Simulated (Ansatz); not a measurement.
Total density of states per atom from r²SCAN+D4 (plane waves, PAW; program Ansatz), in 0.25 eV bins, energy from the valence-band maximum:

```tsv
E (eV)	states/eV/atom
-7.85	0.00
-7.60	0.00
-7.35	0.17
-7.10	0.62
-6.85	0.01
-6.60	0.27
-6.35	0.93
-6.10	0.60
-5.85	0.57
-5.60	0.20
-5.35	0.22
-5.10	0.44
-4.85	0.47
-4.60	0.30
-4.35	0.00
-4.10	0.34
-3.85	1.10
-3.60	0.43
-3.35	1.07
-3.10	0.96
-2.85	0.74
-2.60	0.84
-2.35	0.75
-2.10	0.99
-1.85	1.39
-1.60	0.20
-1.35	1.58
-1.10	0.82
-0.85	0.00
-0.60	0.00
-0.35	0.68
-0.10	0.92
0.15	0.00
0.40	0.00
0.65	0.00
0.90	0.00
1.15	0.00
1.40	0.08
1.65	0.67
1.90	0.54
2.15	0.57
2.40	0.26
2.65	0.87
2.90	0.81
3.15	0.66
3.40	0.33
3.65	0.13
3.90	0.53
4.15	0.70
4.40	0.25
4.65	0.19
4.90	0.56
5.15	0.74
5.40	0.42
5.65	0.50
5.90	0.58
```

Task: Pick the material that matches.
A. P, simple cubic
B. CuI, P4/nmm (Cu on 2a, I on 2c)
C. Bi2Te2Se, R-3m (Bi on 6c, Te on 6c, Se on 3a)
D. AlCuP2Se6, R3 (Pearson symbol hR10)

Result: D, AlCuP2Se6, R3 (Pearson symbol hR10). Top 1 eV of the valence band: Cu 3d 49 %, Se 4p 44 %. Bottom 1 eV of the conduction band: Se 4p 49 %, P 3s 17 %, P 3p 13 %, Al 3s 5 %, outside the projected shells 8 %. Projections are on Löwdin-orthogonalised atomic valence shells; empty p or d shells of many metals are not among them.

The workflow started from a Materials Project entry (that database holds measured and hypothetical structures alike); the Crystallography Open Database copy checked does not list it. With Al and Cu taken as one species the cell has the higher symmetry R-3, so it may be an ordered model of a mixed-site phase. Whether it is the stable phase at ambient conditions was not checked. Symmetry was held in the r²SCAN+D4 relaxation; whether a distortion lowers the energy is not shown. No spin polarisation was allowed. Spin–orbit coupling is left out wherever it is not named.

Potentials: the later of the program's two PAW sets.
